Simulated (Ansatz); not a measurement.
Values for one crystal, relaxed and computed with plane-wave PAW r²SCAN (Ansatz code); other levels are named.

| Quantity | Result |
|---|---|
| Volume per atom | 31.02 Å³ |
| Band gap | 1.04 eV (direct) |
| Pressure derivative B′ | 3.9 |
| Young's modulus | 73.7 GPa |
| Valence-band maximum | at Γ |
| Electron effective mass with spin–orbit coupling, band 1 of 2 at the edge | 0.90 along [100], 0.45 along [110], 0.31 along [111] (mₑ) |
| Hole effective mass with spin–orbit coupling, band 1 of 2 at the edge | 0.28 along [100], 0.28 along [110], 0.29 along [111] (mₑ) |

Question: Pick the material that matches.
A) Fe2O3, corundum
B) Ca3SbP, anti-perovskite
C) GaGeTe, R-3m (Ga on 6c, Ge on 6c, Te on 6c)
D) OsCl4, Cmmm (Os on 2a, Cl on 4g, Cl on 4j)

Answer: B, Ca3SbP, anti-perovskite

Space group Pm-3m (anti-perovskite). The workflow started from a Materials Project entry (that database holds measured and hypothetical structures alike); the Crystallography Open Database copy checked does not list it. Its standing as an ambient phase is unchecked. The cell was relaxed with r²SCAN under the symmetry of its start; of distortions, only those at the zone centre were tested, and some modes there are weakly imaginary. Scalar-relativistic: spin–orbit coupling is off unless named, which matters more the heavier the elements.

Potentials: the later of the program's two PAW sets.
